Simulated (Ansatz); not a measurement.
An Ansatz (a quantum-chemistry and plane-wave program) run. Input:

Ansatz 0.2 input:
```yaml
crystal:
  lattice:
    - [-3.398203921, 3.398203921, 2.9773393887]
    - [3.398203921, -3.398203921, 2.9773393887]
    - [3.398203921, 3.398203921, -2.9773393887]
  atoms:
    - { symbol: Lu, position: [0.75, 0.25, 0.5] }
    - { symbol: Lu, position: [0.0, 0.0, 0.0] }
    - { symbol: P, position: [0.5, 0.5, 0.0] }
    - { symbol: P, position: [0.25, 0.75, 0.5] }
    - { symbol: O, position: [0.5145878139, 0.3379538213, 0.1766339926] }
    - { symbol: O, position: [0.0879538213, 0.4113198286, 0.3233660074] }
    - { symbol: O, position: [0.1613198286, 0.3379538213, 0.8233660074] }
    - { symbol: O, position: [0.0879538213, 0.7645878139, 0.6766339926] }
    - { symbol: O, position: [0.2354121861, 0.9120461787, 0.3233660074] }
    - { symbol: O, position: [0.6620461787, 0.4854121861, 0.8233660074] }
    - { symbol: O, position: [0.5886801714, 0.9120461787, 0.6766339926] }
    - { symbol: O, position: [0.6620461787, 0.8386801714, 0.1766339926] }
kpoints:
  mp_grid: { grid: [6, 6, 6] }
hamiltonian:
  xc: r2scan
  pseudopotentials: { kind: paw }
scf:
  occupations: { method: fixed }
checkpoint: { read: static.run }
output: { bader: true, populations: true }
```

Output (shortened):

```
Lu: projections on atomic orbitals take those of the free atom [Kr 4d10] 4f14 5s2 5p6 5d1 6s2, of charge +0.00 (hamiltonian.pseudopotentials.projection_atoms) …
Pseudopotentials: kind: paw
Pseudopotential: Lu, paw, valence charge 25
Pseudopotential: P, paw, valence charge 5
Pseudopotential: O, paw, valence charge 6
Functional definition: r2SCAN
Crystal: 12 atoms, lattice volume = 137.527 Å³
Basis set: ecut = 500 eV, 3531 PW (Γ), exchange–correlation on 180×180×180 points (64 copies of the dense FFT grid, shifted against one another)
Bands: 66, of which v1, the nominal top of the filled ones, is band 54 counted from 1 (53 counted from 0)
Symmetry: 16 space group operations
Space group: I41/amd (ITA 141), of the structure as read, at distance tolerance 5.2e-5 Å
k-points: 30 of 216
PAW frozen core: Lu, regenerated for the run's functional
PAW frozen core: P, regenerated for the run's functional
PAW frozen core: O, regenerated for the run's functional
Initial density: read from a saved state, or passed on in memory by an earlier SCF of this step, an earlier step, the calling program or the single point that …
Stability of the state it starts from, as read at its close in the unpolarized treatment …
Initial wavefunctions: pseudopotential atomic-orbital guess
Eigensolver: davidson
Functional: x = r2scan, c = r2scan; τ floored in thin density (d = 2e-4 eV/Å³)
iter 1 solved again at ethr=2.64e-8 eV; its pass at ethr=3.10e-3 eV (dr2=2.85e-5 eV) is discarded
SCF iter   1: F=—  HF=-35572.773603 eV  |F-HF|=—  |Δ(HF+E_count)|=         —  Δρ=5.71e-7  dr2=4.94e-10  dr2_τ=4.35e-11  ethr=2.64e-8  ⟨swp⟩=4.0  Hψ=14377  notcnv=0  defer=300
all-band conjugate gradients solve this SCF's bands
preconditioner: auto → Resta (q_TF=auto, 2.621 Å⁻¹)
SCF iter   2: F=-35572.773603 eV  HF=-35572.773603 eV  |F-HF|=1.75e-10  |Δ(HF+E_count)|=   4.42e-9  Δρ=4.12e-7  dr2=2.30e-10  dr2_τ=6.95e-11  ethr=1.00e-12  ⟨swp⟩=17.2  Hψ=12395  notcnv=0
SCF 1 converged in 2 iterations: F = -35572.773603 eV  dr2 = 2.30e-10
SCF converged after 2 iterations
Free energy (F): -35572.773603 eV
Harris-Foulkes:  -35572.773603 eV  (|F-HF|=1.75e-10)
Internal energy: -35572.773603 eV  (E = F + TS)
E sigma→0 (E₀):  -35572.773603 eV
Fermi energy:    8.074759 eV
--- Per-component energies (eV) ---
  E_band       = -147.293958
  E_kinetic    = 2428.685351
  E_local      = -17627.066345  (includes V_loc(G=0)·N_el)
  E_nonlocal   = 1580.386704
  E_hartree    = 7271.179505
  E_xc         = -1144.064952
  E_vxc        = -1577.869341  (∫ρ·V_xc dr)
  E_paw        = -17202.065139  (= ΣΔE_a)
  E_vpaw       = 411.602674  (= ΣTr[D̂ρ^β])
  E_aug_tail   = 0.008600  (compensation charges beyond the density's cutoff)
  E_vtau       = 94.598955  (kinetic-family band-sum trace: ∫τ·v_τ [+ j·A + Jᵃ·Aᵃ] dr)
  E_ewald      = -10880.755161
  E_core_change = 0.917834  (= ΣΔE_core)
  E_smearing   =  0.000000  (= −TS)
  E_closure    =  0.000000  (closes the sum)
  Σ components = -35572.773603   (vs F -35572.773603, Δ=0.00e0)
  [band-id]    e_kinetic+e_local+e_nonlocal+2·e_hartree+e_vxc+e_vpaw+e_augmentation_tail+e_vtau = -147.294393   (vs E_band -147.293958, Δ=-4.35e-4)
--- Band table (eV; the first three rows and the last of 30) ---
  k-point 0: bands = ["-46.4714", "-46.4616", "-16.8057", "-16.8057", "-16.7787", "-16.6883", "-16.5484", "-16.5484", "-13.4768", "-12.9232", "-10.6880", "-10.6246", "-10.3782", "-10.3782", "-10.2034", "-10.2034", "-0.5560", "0.6940", "2.0063", "2.3627", "2.3627", "2.8788", "3.4689", "3.4689", "3.8647", "4.3367", "4.9160", "5.0195", "5.1569", "5.1569", "6.0563", "6.0563", "6.3764", "6.3764", "6.4182", "6.4182", "6.4358", "6.4873", "6.5290", "6.5387", "6.6111", "6.6919", "6.6919", "6.7034", "6.7999", "7.0669", "7.1282", "7.1282", "7.4071", "7.4071", "7.6519", "7.6979", "7.6979", "8.0748", "14.9451", "15.5577", "16.4785", "16.5813", "16.5813", "16.7118", "16.9350", "16.9350", "17.4113", "17.5503", "18.4836", "19.2466"]
  k-point 1: bands = ["-46.4708", "-46.4623", "-16.8413", "-16.7951", "-16.7206", "-16.7195", "-16.5747", "-16.5390", "-13.4044", "-12.9259", "-10.6580", "-10.6141", "-10.4145", "-10.3959", "-10.2641", "-10.2328", "-0.3821", "0.7618", "2.1222", "2.3160", "2.3465", "2.9770", "3.2977", "3.3087", "3.9999", "4.4383", "4.9347", "5.0876", "5.1432", "5.1779", "6.0276", "6.1050", "6.3220", "6.3492", "6.3778", "6.4071", "6.4304", "6.4850", "6.5325", "6.5443", "6.6075", "6.6481", "6.6588", "6.6767", "6.7503", "6.9873", "6.9989", "7.0701", "7.3180", "7.3860", "7.6801", "7.6874", "7.7076", "7.9959", "15.3138", "15.3632", "16.2183", "16.5013", "16.6099", "16.7288", "16.7693", "17.2558", "17.5902", "18.0193", "18.7703", "18.9586"]
  k-point 2: bands = ["-46.4690", "-46.4640", "-16.8545", "-16.7815", "-16.7622", "-16.6422", "-16.6378", "-16.5411", "-13.2310", "-12.9553", "-10.5840", "-10.5830", "-10.4811", "-10.4341", "-10.3958", "-10.3129", "0.0665", "0.8263", "2.2748", "2.4114", "2.4298", "2.9116", "2.9536", "3.0298", "4.3008", "4.6723", "4.7380", "5.2126", "5.3885", "5.4075", "5.7556", "6.2093", "6.2200", "6.2819", "6.2845", "6.3762", "6.4048", "6.4180", "6.4381", "6.5435", "6.5529", "6.6066", "6.6096", "6.6589", "6.6924", "6.7436", "6.7977", "6.8241", "7.3638", "7.4530", "7.6267", "7.6776", "7.7122", "7.8283", "15.1868", "15.6538", "16.2007", "16.4649", "16.5620", "16.7706", "16.7848", "17.7651", "17.8487", "18.7307", "18.7820", "19.1050"]
  k-point 29: bands = ["-46.4665", "-46.4665", "-16.8250", "-16.8250", "-16.7397", "-16.7397", "-16.5348", "-16.5348", "-13.1630", "-13.1630", "-10.7116", "-10.7116", "-10.3076", "-10.3076", "-10.2775", "-10.2775", "0.1758", "0.1758", "2.2786", "2.2786", "2.7392", "2.7392", "3.3965", "3.3965", "4.4428", "4.4428", "4.9027", "4.9027", "5.8147", "5.8147", "6.0537", "6.0537", "6.2071", "6.2071", "6.2995", "6.2995", "6.5114", "6.5114", "6.5197", "6.5197", "6.5511", "6.5511", "6.5761", "6.5761", "6.6819", "6.6819", "6.9329", "6.9329", "7.0756", "7.0756", "7.2834", "7.2834", "7.5879", "7.5879", "16.1881", "16.1881", "16.5956", "16.5956", "16.9615", "16.9615", "17.1327", "17.1327", "17.5121", "17.5121", "18.8021", "18.8021"]
  band table: 66 of 66 bands, residual norms ≤ 1.0e-3 eV
--- Löwdin populations: 12 sites ---
  site symbol       q [e]
     0     Lu     23.8057
     1     Lu     23.8057
     2      P      2.7505
     3      P      2.7505
     4      O      6.7531
     5      O      6.7531
     6      O      6.7531
     7      O      6.7531
     8      O      6.7531
     9      O      6.7531
    10      O      6.7531
    11      O      6.7531
  spilling = 0.007986 (of n_electrons = 108.000000)
--- Bader charges: 12 sites ---
  site symbol  charge [e]  shift [e]
     0     Lu      2.3147     0.0009
     1     Lu      2.3147     0.0009
     2      P      3.8873     0.0070
     3      P      3.8873     0.0070
     4      O     -1.5505     0.0015
     5      O     -1.5505     0.0015
     6      O     -1.5505     0.0015
     7      O     -1.5505     0.0015
     8      O     -1.5505     0.0015
     9      O     -1.5505     0.0015
    10      O     -1.5505     0.0015
    11      O     -1.5505     0.0015
  shift: an alarm, by how much a part of what the PAW files miss would move the charge. Where it is large, compare
  with a run on PAW files of another source; a small one proves nothing
  estimated error of the sums over rays = 6.4e-4 e
```

Cost: very roughly 5 core-minutes on shared cores.

Space group I4_1/amd. The workflow started from an entry of the Crystallography Open Database (COD, 298 K). Its standing as an ambient phase is unchecked. Symmetry was held in the r²SCAN relaxation; whether a distortion lowers the energy is not shown. Scalar-relativistic: spin–orbit coupling is off unless named, which matters more the heavier the elements.

Potentials: the later of the program's two PAW sets.

Ansatz is a plane-wave DFT program.
